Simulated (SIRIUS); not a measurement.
A self-consistent single point of ZnO (P6_3mc, 8 atoms in the cell; from Materials Project mp-2133, changed as shown).

```yaml
crystal:
  lattice:
    - [3.17260, 0.00000, 0.00000]
    - [0.00000, 5.49511, 0.00000]
    - [0.00000, 0.00000, 5.11762]
  atoms:
    - { symbol: Zn, position: [0.50000, 0.16667, 0.50059] }
    - { symbol: Zn, position: [0.00000, 0.33333, 0.00059] }
    - { symbol: Zn, position: [0.00000, 0.66667, 0.50059] }
    - { symbol: Zn, position: [0.50000, 0.83333, 0.00059] }
    - { symbol: O, position: [0.50000, 0.16667, 0.87972] }
    - { symbol: O, position: [0.00000, 0.33333, 0.37972] }
    - { symbol: O, position: [0.00000, 0.66667, 0.87972] }
    - { symbol: O, position: [0.50000, 0.83333, 0.37972] }
```

Level of theory: PBE, GBRV PBE ultrasoft pseudopotentials (plane waves; SIRIUS).

SIRIUS settings:

| setting | value |
|---|---|
| parameters.ngridk | 6 4 4 |
| parameters.xc_functionals | [XC_GGA_X_PBE, XC_GGA_C_PBE] |
| parameters.gk_cutoff | 6.325 1/bohr |
| parameters.pw_cutoff | 14.143 1/bohr |
| parameters.smearing | fermi_dirac |
| parameters.smearing_width | 0.00183747 Ha |
| potentials | GBRV PBE ultrasoft pseudopotentials |
| parameters.electronic_structure_method | pseudopotential |
| parameters.num_bands | 62 |
| parameters.num_mag_dims | 0 |
| parameters.num_dft_iter | 100 |
| parameters.energy_tol | 1e-07 Ha |
| parameters.density_tol | 1e-06 |
| mixer.type | broyden2 |
| mixer.beta | 0.5 |
| mixer.use_hartree | true |

Results:

Number of valence electrons: 104
Number of bands: 62
Number of k-points after the program's reduction: 36
Number of plane waves (most at a k-point): 2606
Number of SCF iterations: 13
FFT grid: 30 × 50 × 48
Free energy E − TS: -26879.6679 eV
Gap on the k-point mesh: 0.90 eV
Pressure: 17.05 GPa

Stress (GPa, positive for compression):
```
17.07   0.00   0.00
 0.00  17.05   0.00
 0.00   0.00  17.03
```

The gap is read on the k-point mesh of the run and can differ from the gap over the whole zone at this level.

For comparison: a first run was changed to give this one (lattice scaled by 0.98), and from it to this one the free energy rises by 49.8 meV/atom, the pressure goes from 6.27 to 17.05 GPa, the largest force hardly changes (0.003 to 0.000 eV/Å) and the gap on the mesh goes from 0.819 to 0.905 eV.

The structure comes from a collection of computed structures, made at another level of theory; the collection holds predicted forms beside known ones.

Cost on one core: around 2.5 core-minutes (rough).
